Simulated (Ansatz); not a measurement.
## TiN: pressure against volume

TiN, Fm-3m, a = 4.247 Å. Ansatz: PBE, PAW, 420 eV, Γ-centred 18×18×18 mesh on 2 atoms, Gaussian smearing 0.10 eV; no spin polarisation. Symmetry fixes shape and atoms, so the cell is only scaled; pressure is positive in compression.

```
V (Å³/atom) P (GPa)
      8.425    46.45
      8.712    31.94
      8.999        ?
      9.286     9.03
      9.574     0.03
      9.861    -7.65
     10.148   -14.22
     10.531   -21.50
```

Task: Take V0 = 9.574 Å³/atom, count pressures from its P0 = 0.03 GPa, fit the third-order Birch–Murnaghan form to the other rows, and predict the missing pressure.

Result: With the Eulerian strain f = ½[(V0/V)^(2/3) − 1] and y = (P − P0)/[3f(1 + 2f)^(5/2)], the form is the line y = B0 + 1.5 B0 (B0′ − 4) f. Rows (f, y): 0.04448, 281.1; 0.03246, 280.0; 0.01029, 277.1; -0.00975, 275.8; -0.01904, 274.9; -0.03077, 273.4. Means f = 0.004612, y = 277.05; Σ(Δf)² = 0.004415, ΣΔfΔy = 0.4418; the slope is their ratio. y = 276.6 + 100.1 f GPa, so B0 = 276.6 GPa and B0′ = 4 + 2 × (100.1)/(3 × 276.6) = 4.24. At V = 8.999, f = 0.02108, y = 278.71 and P = 19.57 GPa. The run gave 19.58 GPa, so the fit is 0.01 GPa too low, within the rms miss on the fitted rows (0.01 GPa).

Spin polarisation was left out, and a magnetic state may lie lower.